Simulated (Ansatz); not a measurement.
SiO₂:
```
SiO2
1.0
    9.88229     0.00000     0.00000
    0.00000     9.88229     0.00000
    0.00000     0.00000     9.88058
O Si
24 12
Cartesian
  2.63979   1.23527   1.06539
  3.70588   7.58094   3.53553
  7.24250   8.64703   6.00568
  6.17641   2.30135   8.47582
  7.58094   3.70588   6.34505
  8.64703   7.24250   3.87490
  2.30135   6.17641   1.40476
  1.23527   2.63979   8.81519
  2.63922   8.64730   1.40454
  6.17614   7.58037   3.87468
  7.24308   1.23500   6.34483
  3.70615   2.30193   8.81497
  7.58037   6.17614   6.00590
  1.23500   7.24308   3.53575
  2.30193   3.70615   1.06561
  8.64730   2.63922   8.47604
  4.77153   9.71181   2.46929
  5.11163   9.71268   4.93944
  5.11077   0.17048   7.40958
  4.77066   0.16962   9.87973
  9.71268   5.11163   4.94114
  0.17048   5.11077   2.47100
  0.16962   4.77066   0.00085
  9.71181   4.77153   7.41129
  2.47079   2.47079   0.00000
  2.47036   7.41193   2.47015
  7.41151   7.41151   4.94029
  7.41193   2.47036   7.41044
  3.70535   9.88214   1.23463
  4.94130   8.64650   3.70478
  6.17694   0.00016   6.17492
  4.94099   1.23579   8.64507
  8.64650   4.94130   6.17580
  0.00016   6.17694   3.70566
  1.23579   4.94099   1.23551
  9.88214   3.70535   8.64595
```

Relaxed with PBE.

Problem. Give the optical modes at the zone centre with their infrared activity from DFPT, plane-wave PAW PBE (Ansatz code).

Solution. Transverse frequencies, without the LO–TO term; a row sums one degenerate level.

```
ω (cm⁻¹)  degeneracy  IR ((D/Å)²/amu)     activity
--------  ----------  ---------------  -----------
42i                1             0.00  IR-inactive
28                 1             0.00  IR-inactive
28                 1             0.00  IR-inactive
38                 1             0.00  IR-inactive
45                 1             0.12           IR
46                 2             0.24           IR
145                1             0.00  IR-inactive
145                2             0.00  IR-inactive
146                2             0.00  IR-inactive
146                1             0.00  IR-inactive
190                1             0.00  IR-inactive
190                1             0.00  IR-inactive
230                1             0.00  IR-inactive
230                1             0.00  IR-inactive
242                1             0.00  IR-inactive
242                2             0.00  IR-inactive
243                2             0.00  IR-inactive
243                1             0.00  IR-inactive
252                2             0.00  IR-inactive
252                1             0.00  IR-inactive
267                2             0.00  IR-inactive
267                1             0.00  IR-inactive
275                2             0.63           IR
275                1             0.31           IR
295                2             0.00  IR-inactive
295                1             0.00  IR-inactive
315                1             0.00  IR-inactive
315                1             0.00  IR-inactive
348                1             0.00  IR-inactive
348                1             0.00  IR-inactive
371                1             3.70           IR
371                2             7.47           IR
376                2            37.09           IR
376                1            18.58           IR
381                1             0.00  IR-inactive
381                2             0.00  IR-inactive
421                1             0.00  IR-inactive
442                1             0.00  IR-inactive
497                1             0.00  IR-inactive
497                2             0.00  IR-inactive
544                1             0.00  IR-inactive
544                2             0.00  IR-inactive
558                1             0.00  IR-inactive
573                1             0.00  IR-inactive
579                1             0.00  IR-inactive
579                2             0.00  IR-inactive
601                1             0.00  IR-inactive
601                2             0.00  IR-inactive
695                1             0.00  IR-inactive
696                1             0.00  IR-inactive
701                2             0.00  IR-inactive
702                1             0.00  IR-inactive
740                1             0.00  IR-inactive
741                2             0.00  IR-inactive
745                1             0.00  IR-inactive
745                1             0.00  IR-inactive
786                1            34.18           IR
786                2            68.43           IR
819                1             0.00  IR-inactive
825                1             0.00  IR-inactive
825                2             0.00  IR-inactive
891                1             0.00  IR-inactive
931                2            82.08           IR
931                1            40.77           IR
960                1             0.00  IR-inactive
960                1             0.00  IR-inactive
986                2             0.00  IR-inactive
986                1             0.00  IR-inactive
1003               1           109.39           IR
1003               2           218.26           IR
1049               1             0.00  IR-inactive
1082               2             0.00  IR-inactive
1082               1             0.00  IR-inactive
1092               1             0.00  IR-inactive
1092               2             0.00  IR-inactive
1101               1             0.00  IR-inactive
1101               1             0.00  IR-inactive
1129               1             0.00  IR-inactive
1129               2             0.00  IR-inactive
```

Problem. How high does the top mode go among those that the LO–TO term moves?

Solution. 1097 cm⁻¹ for q along x.

Space group I4_132. The workflow started from an entry of the Crystallography Open Database (COD); the relaxed space group is not among those it files for this formula. It is not the phase usual at ambient conditions (space group No. 92, 152, 154). Symmetry was held in the PBE relaxation; phonons show weakly imaginary modes. The volume moved by 101 % from the start of the relaxation.

Potentials: the later of the program's two PAW sets.
